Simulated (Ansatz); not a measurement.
ZrAg₂: strain energy, fitted

ZrAg₂, I4/mmm, a = 3.512 Å, c = 8.900 Å. The structure is a Materials Project entry; whether it is the stable form wasn't checked. Ansatz: PBEsol, PAW, 420 eV, Γ-centred 10×10×4 mesh on 6 atoms, Gaussian smearing 0.10 eV; no spin polarisation. Series: shear of c along a, cell held, atoms relaxed; x is the strain in per cent (engineering shear). y is the free energy over the unstrained cell, V0 = 18.293 Å³/atom. Symmetry makes y even in x.

| x (%) | y (meV/atom) |
| --- | --- |
| 0.0 | 0.00 |
| 1.0 | 0.36 |
| 2.0 | 1.43 |
| 3.0 | 3.22 |
| 4.0 | 5.72 |
| 6.0 | ? |

Question: Fit y = c2 x² + c4 x⁴ to the other rows, turn c2 into a modulus, and predict the missing energy.

Answer: Least squares on the rows shown. y = 0.3580 x² − 2.920×10⁻⁵ x⁴. In eV per unit strain² c2 is 3.580; this is the shear stiffness (E = ½ C V0 γ²): 2 × 3.580 × 160.2 / (18.293) = 63 GPa. At x = 6.0 the fit asked for gives 12.85 meV/atom. The run gave 12.87 meV/atom, so the fit is 0.02 meV/atom too low, a small miss on the scale of the series. The form still works here, 50 % of the fitted range beyond its end.